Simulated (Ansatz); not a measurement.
GaN (zinc blende)

```yaml
crystal:
  lattice:
    - [0.00000, 4.54850, 4.54850]
    - [2.27425, 0.00000, 2.27425]
    - [2.27425, 2.27425, 0.00000]
  atoms:
    - { symbol: N, position: [0.37500, 0.75000, 0.75000] }
    - { symbol: N, position: [0.87500, 0.75000, 0.75000] }
    - { symbol: Ga, position: [0.00000, 0.00000, 0.00000] }
    - { symbol: Ga, position: [0.50000, 0.00000, 0.00000] }
```

The atoms are displaced by Q × the pattern below (from a DFPT mode at L = (0.5, 0.0, 0.0), largest move 1; Q in Å), at fixed cell. (q is in reciprocal vectors of the primitive cell; the cell shown is doubled to hold the pattern.)

```csv
atom,x,y,z
N1,-0.063,0.063,0.063
N2,0.063,-0.063,-0.063
Ga3,-0.577,0.577,0.577
Ga4,0.577,-0.577,-0.577
```

Calculation: PBE (plane waves to 420 eV, PAW, scalar-relativistic; Ansatz, a program for electronic structure). k mesh 6×12×12 (Γ-centred), Fermi-Dirac smearing 0.05 eV. E stands for the smeared free energy. Stress and pressure are positive under compression. GaN was relaxed with its symmetry unable to fall. ΔE is measured from the undisplaced structure.

Q: What ΔE (meV/cell) and P (GPa) does the calculation give at Q (Å) = -0.233, -0.140, -0.093, 0.047, 0.187?

A: 
```json
[
 {"Q (Å)": "-0.233", "ΔE (meV/cell)": "1487", "P (GPa)": "7.1"},
 {"Q (Å)": "-0.140", "ΔE (meV/cell)": "533", "P (GPa)": "2.5"},
 {"Q (Å)": "-0.093", "ΔE (meV/cell)": "237", "P (GPa)": "1.1"},
 {"Q (Å)": "0.047", "ΔE (meV/cell)": "59", "P (GPa)": "0.3"},
 {"Q (Å)": "0.187", "ΔE (meV/cell)": "950", "P (GPa)": "4.5"}
]
```

(A displaced cell: forces are minus the slopes of the energy, force constants its curvatures, and phonons follow from these.)
